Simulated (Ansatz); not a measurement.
Input file for Ansatz (a program for electronic structure):

Ansatz 0.2 input:
```yaml
crystal:
  lattice:
    - [-1.9719617214, 1.9719617214, 7.118009691]
    - [1.9719617214, -1.9719617214, 7.118009691]
    - [1.9719617214, 1.9719617214, -7.118009691]
  atoms:
    - { symbol: La, position: [0.0, 0.0, 0.0] }
    - { symbol: I, position: [0.3667127478, 0.3667127478, 0.0] }
    - { symbol: I, position: [0.6332872522, 0.6332872522, 0.0] }
kpoints:
  mp_grid: { grid: [15, 15, 15] }
hamiltonian:
  xc: r2scan
  dispersion: d4
  pseudopotentials: { kind: paw }
scf:
  occupations: { method: gaussian, width: 0.05 }
checkpoint: { read: metal.run }
output: { bader: true, populations: true }
```

Output (shortened):

```
basis.fft_grid_basis auto: the FFT boxes are laid along the combinations [[1, 0, 1], [0, 1, 1], [0, 0, 1]] of the cell's own vectors, 3.944, 3.944 and 7.645 Å …
La: projections on atomic orbitals take those of the free atom [Kr 4d10] 4f0 5s2 5p6 5d1 6s2, of charge +0.00 (hamiltonian.pseudopotentials.projection_atoms) …
Pseudopotential: La, paw, valence charge 11
Pseudopotential: I, paw, valence charge 17
Functional definition: r2SCAN
Crystal: 3 atoms, lattice volume = 110.717 Å³
Basis set: ecut = 500 eV, 2817 PW (Γ), FFT grids on a1+a3, a2+a3, a3, exchange–correlation on 120×120×240 points (64 copies of the dense FFT grid, shifted against one another)
Bands: 31, of which v1, the nominal top of the filled ones, is band 23 counted from 1 (22 counted from 0)
Symmetry: 16 space group operations
Space group: I4/mmm (ITA 139), of the structure as read, at distance tolerance 4.8e-5 Å
k-points: 288 of 3375
Stability of the state it starts from, as read at its close in the unpolarized treatment …
iter 1 solved again at ethr=2.48e-7 eV; its pass at ethr=3.10e-3 eV (dr2=1.12e-4 eV) is discarded
SCF iter   1: F=—  HF=-21325.994817 eV  |F-HF|=—  |Δ(HF+E_count)|=         —  Δρ=1.19e-6  dr2=7.10e-10  dr2_τ=1.40e-10  ethr=2.48e-7  ⟨swp⟩=3.9  Hψ=64528  notcnv=0
preconditioner: auto → LDOS
SCF iter   2: F=—  HF=-21325.994817 eV  |F-HF|=—  |Δ(HF+E_count)|=   2.27e-7  Δρ=1.32e-6  dr2=1.24e-9  dr2_τ=1.17e-10  ethr=1.58e-12  ⟨swp⟩=8.3  Hψ=41647  notcnv=0
SCF iter   3: F=-21325.994817 eV  HF=-21325.994817 eV  |F-HF|=6.18e-11  |Δ(HF+E_count)|=  2.66e-10  Δρ=5.99e-7  dr2=1.29e-10  dr2_τ=4.59e-11  ethr=1.58e-12  ⟨swp⟩=1.0  Hψ=25518  notcnv=0
SCF 1 converged in 3 iterations: F = -21325.994817 eV  dr2 = 1.29e-10
SCF converged after 3 iterations
Free energy (F): -21325.994817 eV
Harris-Foulkes:  -21325.994817 eV  (|F-HF|=6.18e-11)
Internal energy: -21325.993513 eV  (E = F + TS)
E sigma→0 (E₀):  -21325.994165 eV
Entropy (-TS):   -0.001304 eV (-0.435 meV/atom)
Fermi energy:    9.695714 eV
--- Per-component energies (eV) ---
  E_band       = -798.464859
  E_kinetic    = 570.229054
  E_local      = -4261.777026  (includes V_loc(G=0)·N_el)
  E_nonlocal   = -87.041925
  E_hartree    = 2157.569061
  E_xc         = -374.811140
  E_vxc        = -440.243938  (∫ρ·V_xc dr)
  E_paw        = -15115.572304  (= ΣΔE_a)
  E_vpaw       = -918.883358  (= ΣTr[D̂ρ^β])
  E_aug_tail   = -0.000055  (compensation charges beyond the density's cutoff)
  E_vtau       = 24.114599  (kinetic-family band-sum trace: ∫τ·v_τ [+ j·A + Jᵃ·Aᵃ] dr)
  E_ewald      = -4214.431675
  E_disp       = -0.372123  (pairwise vdW)
  E_core_change = 0.214618  (= ΣΔE_core)
  E_smearing   = -0.001304  (= −TS)
  E_closure    =  0.000000  (closes the sum)
  Σ components = -21325.994817   (vs F -21325.994817, Δ=0.00e0)
  [band-id]    e_kinetic+e_local+e_nonlocal+2·e_hartree+e_vxc+e_vpaw+e_augmentation_tail+e_vtau = -798.464526   (vs E_band -798.464859, Δ=3.33e-4)
--- Band table (eV; the first three rows and the last of 288) ---
  k-point 0: bands = ["-37.5986", "-37.5984", "-37.5941", "-37.5941", "-37.5869", "-37.5869", "-37.5868", "-37.5868", "-37.5834", "-37.5815", "-25.2425", "-8.8264", "-8.2500", "-8.2500", "-5.3378", "-4.4748", "3.5939", "6.1709", "6.1709", "6.7161", "6.7161", …
  k-point 1: bands = ["-37.5986", "-37.5985", "-37.5940", "-37.5939", "-37.5870", "-37.5870", "-37.5868", "-37.5868", "-37.5834", "-37.5815", "-25.2388", "-8.8092", "-8.2955", "-8.2710", "-5.2672", "-4.4826", "3.6817", "6.0225", "6.1673", "6.4386", "6.5431", …
  k-point 2: bands = ["-37.5987", "-37.5986", "-37.5936", "-37.5935", "-37.5871", "-37.5870", "-37.5868", "-37.5868", "-37.5832", "-37.5813", "-25.2287", "-8.7624", "-8.4060", "-8.3299", "-5.0897", "-4.4975", "3.9139", "5.6487", "5.8351", "6.1122", "6.1939", …
  k-point 287: bands = ["-37.5985", "-37.5985", "-37.5941", "-37.5940", "-37.5872", "-37.5872", "-37.5865", "-37.5865", "-37.5834", "-37.5815", "-25.2406", "-8.8261", "-8.2863", "-8.2474", "-5.0900", "-4.7213", "4.5579", "5.3909", "6.2693", "6.3599", …
--- Löwdin populations: 3 sites ---
  site symbol       q [e]
     0     La     10.7460
     1      I     17.0834
     2      I     17.0834
  spilling = 0.001936 (of n_electrons = 45.000000)
--- Bader charges: 3 sites ---
  site symbol  charge [e]  shift [e]
     0     La      1.4184     0.0000
     1      I     -0.7092     0.0000
     2      I     -0.7092     0.0000
  shift: an alarm, by how much a part of what the PAW files miss would move the charge. Where it is large, compare
  with a run on PAW files of another source; a small one proves nothing
  estimated error of the sums over rays = 1.0e-4 e
```

Cost: around 60 core-seconds (rough) on shared cores.

The workflow started from an entry of the Crystallography Open Database (COD). Whether it is the stable phase at ambient conditions was not checked. Symmetry was held in the r²SCAN+D4 relaxation; its stability against distortions is not shown here. With an odd number of electrons in the cell and no spin polarisation, the count alone makes it a metal. Scalar-relativistic: spin–orbit coupling is off unless named, which matters more the heavier the elements.

Potentials: the later of the program's two PAW sets.

Ansatz is a plane-wave DFT program.
